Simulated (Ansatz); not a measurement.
A relaxed cell of Ga4AsP3 is given with its symmetry left out. The cell was found from a structure generator's guess, not taken from experiment.

Method: DFT PBE, scalar-relativistic, plane waves, PAW in Ansatz 0.2.0. Cutoff 420 eV, Γ-centred mesh, Gaussian smearing, no spin polarisation.

```yaml
crystal:
  lattice:
    - [3.92165, 0.00000, 0.00000]
    - [-1.96083, 3.39625, 0.00000]
    - [0.00000, 0.00000, 12.93726]
  atoms:
    - { symbol: Ga, position: [0.33333, 0.66667, 0.50589] }
    - { symbol: Ga, position: [0.33333, 0.66667, 0.99826] }
    - { symbol: Ga, position: [0.66667, 0.33333, 0.24436] }
    - { symbol: Ga, position: [0.66667, 0.33333, 0.75181] }
    - { symbol: P, position: [0.33333, 0.66667, 0.18356] }
    - { symbol: P, position: [0.33333, 0.66667, 0.69062] }
    - { symbol: P, position: [0.66667, 0.33333, 0.93703] }
    - { symbol: As, position: [0.66667, 0.33333, 0.43648] }
```

Formation energies are uncorrected and refer to the elements' standard structures at the same level. The references include black phosphorus.

**Question.** Find its symmetry and describe it.

**Answer.** P3m1 (No. 156), with P and As ordered on wurtzite sites. Conventional cell: a = 3.922 Å, c = 12.937 Å. Ga on its first site has 1 P at 2.39 Å and 3 As at 2.44 Å; Ga on its second site has 4 P at 2.40 Å; around P on its first site lie 4 Ga at 2.40 Å; around As lie 4 Ga at 2.44–2.49 Å; 4 more sites not described.

**Question.** What is its formation energy per atom?

**Answer.** −0.395 eV/atom. It lies below the elements, which doesn't yet make it stable against other compounds or structures.

**Question.** Is it a metal?

**Answer.** No, the gap on the 12×12×2 mesh is 0.93 eV.

The last run used a 12×12×2 mesh (in the run's order of axes) for its 8-atom cell and Gaussian smearing of 0.02 eV. Kohn–Sham gaps at this level usually fall short of measured ones. The reference forms of As and P are held partly by dispersion forces, which this level lacks. Symmetry constrained the relaxation, so the result can be a saddle point.
